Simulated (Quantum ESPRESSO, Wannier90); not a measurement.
## Wannier functions of GaN (wurtzite)

```
begin unit_cell_cart
ang
    3.1889298307    0.0000000000    0.0000000000
   -1.5944649154    2.7616942443    0.0000000000
    0.0000000000    0.0000000000    5.1923600000
end unit_cell_cart
begin atoms_frac
Ga  -0.3333333333  0.3333333333  0.4990800000
Ga   0.3333333333 -0.3333333333 -0.0009200000
N   -0.3333333333  0.3333333333 -0.1240800000
N    0.3333333333 -0.3333333333  0.3759200000
end atoms_frac
```

Structure: Materials Project mp-804, symmetrised, not relaxed again. COD (Crystallography Open Database) has the formula in 2 space groups, this one among them (matched by group alone). Computed values, not measurements, from PBE: Quantum ESPRESSO (norm-conserving PseudoDojo potentials, cutoff 68 Ry, no spin polarisation, no spin-orbit coupling) on a Γ-centred 12×12×6 mesh, then Wannier90. Density: 12×12×6 mesh, cold smearing 0.01 Ry.

A tight-binding model is made by disentanglement and projection with no localisation steps (num_iter = 0), so the 16 orbitals stay atom-like: hydrogen-like Ga: s;p; N: s;p, axes along x, y, z; frozen window up to 3.44 eV relative to the valence-band maximum. It follows pw.x to 0.6 meV rms for states up to 2.9 eV relative to the valence-band maximum. Matrix elements depend on this choice of orbitals and windows. Bands 3–12 (Ga 3d 91 %, N 2s 5 %) lie between the kept ones and are excluded.

Q: What are the on-site energies relative to the valence-band maximum, and how fast do the hoppings decay?

A: 
| atom | orbitals | energy (eV) |
|---|---|---|
| Ga1 | s | 2.77 |
| Ga1 | pz | 8.32 |
| Ga1 | px py | 8.29 |
| Ga2 | s | 2.77 |
| Ga2 | pz | 8.32 |
| Ga2 | px py | 8.29 |
| N3 | s | -12.51 |
| N3 | pz | -0.24 |
| N3 | px py | -0.21 |
| N4 | s | -12.51 |
| N4 | pz | -0.24 |
| N4 | px py | -0.21 |

```csv
distance of the centres (Å),largest modulus (eV)
1–2,2.8
2–3,3.4
3–4,0.99
4–5,0.14
5–6,0.23
6–7,0.041
7–8,0.034
8–9,0.011
9–10,0.0038
10–11,0.0059
11–12,0.0011
12–13,0.0017
```
